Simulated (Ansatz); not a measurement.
**Ca (fcc, Cu type), frozen-phonon scan**

Ca (fcc, Cu type)

```xyz
2
Lattice="0.0000 5.5685 5.5685 2.7842 2.7842 5.5685 2.7842 2.7842 0.0000" Properties=species:S:1:pos:R:3 pbc="T T T"
Ca     0.0000     0.0000     0.0000
Ca     2.7842     5.5685     2.7842
```

The atoms are displaced by Q × the pattern below (from a DFPT mode at X = (0.5, 0.5, 0.0), largest move 1; Q in Å), at fixed cell. It is one choice among 2 degenerate patterns. (q is in reciprocal vectors of the primitive cell; the cell shown is doubled to hold the pattern.)

| atom | x | y | z |
|---|---|---|---|
| Ca1 | 0.000 | 1.000 | 0.000 |
| Ca2 | 0.000 | -1.000 | 0.000 |

Computed with r2SCAN (plane waves to 500 eV, PAW, scalar-relativistic; Ansatz, a program for electronic structure). k mesh 14×14×14 (Γ-centred), Fermi-Dirac smearing 0.05 eV. E stands for the smeared free energy. With partly filled bands, energies and forces of such displacements shift with the k mesh and the smearing. Ca was relaxed with its symmetry unable to fall. The zero of ΔE is the undisplaced structure.

```
Q (Å)   ΔE (meV/cell)  −dE/dQ from forces (eV/Å)
------  -------------  -------------------------
-0.100           25.4                      0.508
-0.083           17.6                      0.423
-0.067           11.3                      0.339
-0.050            6.4                      0.254
-0.033            2.8                      0.169
-0.017            0.7                      0.085
0.000             0.0                      0.000
0.017             0.7                     -0.085
0.033             2.8                     -0.169
0.050             6.4                     -0.254
0.067            11.3                     -0.339
0.083            17.6                     -0.423
0.100            25.4                     -0.508
```

Derived quantities:

The energy at Q = 0.100 Å comes out as 25.4 meV/cell. Space group of the distorted cell: Cmcm (No. 63), lowered from Fm-3m. Symmetry of the curve: even: the same for both signs. Shape of the curve: a single well with its minimum at or next to zero displacement. Harmonic wavenumber from the curvature (finite differences): 131 cm⁻¹. Wavenumber by perturbation theory (DFPT, on another k mesh): 131 cm⁻¹.

(For displaced atoms, the force is minus the slope of the energy, and its curvature is a force constant, which sets phonon frequencies.)
